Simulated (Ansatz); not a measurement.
Cell and atoms are relaxed with the symmetry kept. Start:

```
CELL_PARAMETERS angstrom
2.56437 0.00000 0.00000
-1.28219 2.22081 0.00000
0.00000 0.00000 6.21915
ATOMIC_POSITIONS crystal
Zn 0.00000 0.00000 0.00000
Co 0.33333 0.66667 0.65358
Co 0.66667 0.33333 0.34642
```

These are results of Ansatz 0.2.0, DFT LDA, scalar-relativistic, plane waves, PAW, not measurements.

Plane waves to 420 eV, a k mesh through Γ of 18×18×8 on the computed 3-atom cell and Gaussian smearing (0.10 eV); collinear spin from starting moments 0 1.77 1.77 μB.

What does it relax to?

The volume falls by 1.07 Å³/atom to 10.74 Å³/atom, and the energy falls by 56.8 meV/atom. The cell ends with a moment of 2.56 μB (only this magnetic start was tried). Final structure:
Space group P-3m1 (No. 164). a = 2.489 Å, b = 2.489 Å, c = 6.006 Å, α = 90.00°, β = 90.00°, γ = 120.00°
```
atom site symmetry x y z
  Zn    1a      -3m.  0.0000  0.0000  0.0000
  Co    2d       3m.  0.3333  0.6667  0.6548
```

Course of the relaxation (steps run on the plane waves of an earlier cell, and the basis is chosen afresh near the end, so energy and pressure can step there; trial steps that raised the energy were taken back; energies are free energies):

| step | E − E_final (meV/atom) | largest force component (eV/Å) | P (GPa) | V (Å³/atom) |
| --- | --- | --- | --- | --- |
| 1 | 56.8 | 0.226 | -15.63 | 11.81 |
| 2 | 9.6 | 0.141 | -7.33 | 11.16 |
| 3 | -0.5 | 0.001 | 1.68 | 10.66 |
| 4 | -0.9 | 0.006 | 0.00 | 10.75 |
| 5 | -0.9 | 0.001 | 0.00 | 10.74 |
| 6 | 0.0 | 0.001 | -0.13 | 10.74 |
| 7 | 0.0 | 0.000 | 0.00 | 10.74 |
| 8 | 0.0 | 0.000 | 0.00 | 10.74 |

Cost: 1 run of about 4.9 core-minutes, on Arm Neoverse V2 (shared hosts).